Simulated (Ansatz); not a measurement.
Ag (bcc (W type), Im-3m) at seven volumes, the program Ansatz at the PBEsol level (PAW), scaled uniformly. One row is withheld.

```tsv
V (Å³/atom)	P (GPa)
15.265	14.14
15.768	8.45
16.272	3.80
16.775	0.00
17.278	-3.08
17.781	?
18.285	-7.62
```

**Question.** Fit the shown pressures and predict the withheld one.

**Answer.** P = (3/2)B₀(x^(7/2) − x^(5/2))[1 + (3/4)(B′ − 4)(x − 1)] with x = (V₀/V)^(2/3). Least squares on the six rows gives V₀ = 16.776 Å³/atom, B₀ = 114 GPa, B′ = 5.84. At V = 17.781, x = 0.9620 and P = -5.59 GPa. The run itself gave -5.58 GPa.

The workflow started from a Materials Project entry (that database holds measured and hypothetical structures alike); the Crystallography Open Database copy checked does not list it. It is not the phase usual at ambient conditions (space group No. 225). The PBEsol relaxation kept the symmetry of its start. At this level the phase is mechanically unstable. No spin polarisation was allowed.

Potentials: the later of the program's two PAW sets.
